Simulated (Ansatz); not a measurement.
H2 on the (100) surface of Zn, space group P6_3/mmc (No. 194) (top face towards +c; held atoms: 1, 2, 3, 4, 5, 6), one molecule per 25.1 Å². Starting structure (random tilt, lowest atom H over a top Zn site; the molecule's atoms stand last):

```
CELL_PARAMETERS angstrom
5.23551 0.00000 0.00000
0.00000 4.80358 0.00000
0.00000 0.00000 23.47876
ATOMIC_POSITIONS crystal
Zn 0.50000 0.75000 0.34073
Zn 0.00000 0.75000 0.34073
Zn 0.75000 0.25000 0.37292
Zn 0.25000 0.25000 0.37292
Zn 0.75000 0.75000 0.43729
Zn 0.25000 0.75000 0.43729
Zn 0.00000 0.25000 0.47031
Zn 0.50000 0.25000 0.47031
Zn 0.00000 0.75000 0.55685
Zn 0.50000 0.75000 0.55685
Zn 0.25000 0.25000 0.56864
Zn 0.75000 0.25000 0.56864
H 0.25000 0.25000 0.67257
H 0.14833 0.35273 0.68062
```

Method: Ansatz, DFT PBE+D3(BJ), scalar-relativistic, plane waves, PAW. Cutoff 420 eV; k points 4×4×1 on the computed 14-atom cell (Γ-centred); Gaussian smearing, width 0.10 eV; no spin polarisation. A dipole correction removes the field between periodic images along c.

E_ads is per molecule, from the clean relaxed slab and the free relaxed molecule; negative means bound; no zero-point or thermal terms, forces under 0.04 eV/Å, and the free molecule is spin-polarised where open-shell. Heights count from the highest slab atom.

Task: How strongly does it adsorb?

Result: -0.05 eV.

Task: Does the molecule survive, and how close does it come to the surface?

Result: It stays whole. Its lowest atom lies 3.29 Å over the highest slab atom; shortest contacts H–Zn 3.30 Å.

Task: How do the dipole along +c and the top face's work function change?

Result: The dipole changes by +0.011 e·Å a cell, the work function by -0.08 eV.

Each end is the local minimum that its start leads to.